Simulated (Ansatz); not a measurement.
# SrPb in the CrB-type structure: a workflow

**The experiment.** The Crystallography Open Database holds a cell as deposited of orthorhombic SrPb (space group Cmcm), temperature not stated (1967): axes, shortest first, 4.648, 5.018, 12.230 Å, 35.66 Å³/atom.

Computed with Ansatz (plane waves, PAW, 420 eV cutoff): PBEsol, scalar-relativistic, no spin polarisation, 8×8×8 k-mesh, Gaussian smearing of 0.05 eV. The datasets are Ansatz's generated set soft_2.

The start was a prototype's sites filled with these elements; the Crystallography Open Database holds the compound in this structure.

Starting cell, 1 % over the database's volume:

```
CELL_PARAMETERS angstrom
2.40038 -6.34309 0.00000
2.40038 6.34309 0.00000
0.00000 0.00000 4.73048
ATOMIC_POSITIONS crystal
Sr 0.85475 0.14525 0.25000
Sr 0.14525 0.85475 0.75000
Pb 0.56400 0.43600 0.25000
Pb 0.43600 0.56400 0.75000
```

The runs in order:

```tsv
run	level	k-mesh	kind	V (Å³/atom)	P (GPa)	E − E(final) (meV/atom)	gap on the mesh (eV)
1	PBEsol	8×8×8	cell and atoms relaxed	35.39	0.0	0.0	metal
```

The final structure (symmetry read at 0.01 Å). It takes space group Cmcm (No. 63, orthorhombic). The conventional cell has a = 5.031 Å, b = 12.175 Å, c = 4.622 Å, α = 90.00°, β = 90.00°, γ = 90.00°. Sr (site symmetry m2m) has 7 Pb at 3.43 to 3.66 Å as nearest neighbours. Pb (site symmetry m2m) is surrounded by 2 Pb at 3.09 Å and 5 Sr at 3.43 to 3.47 Å. (Shells end 15 % past the nearest neighbour.)

At the final geometry the gap, band path included, is zero (metallic). The equation of state gives B0 = 31 GPa and B0′ = 4.8. Against the elements' standard states, run alike and uncorrected, the formation energy is -0.58 eV/atom. The runs in the table took roughly 1.6 core-minutes.

**Against experiment.** PBEsol gives 4.622, 5.031, 12.175 Å and 35.39 Å³/atom, −0.8 % in volume (−0.3 % in length) from the database's cell. The axes miss by −0.6 %, +0.3 %, −0.4 %, so errors cancel in the volume. PBEsol was built to cure PBE's overestimate of volumes, and the static lattice lacks thermal expansion.

No spin–orbit coupling, a notable omission for heavy elements.
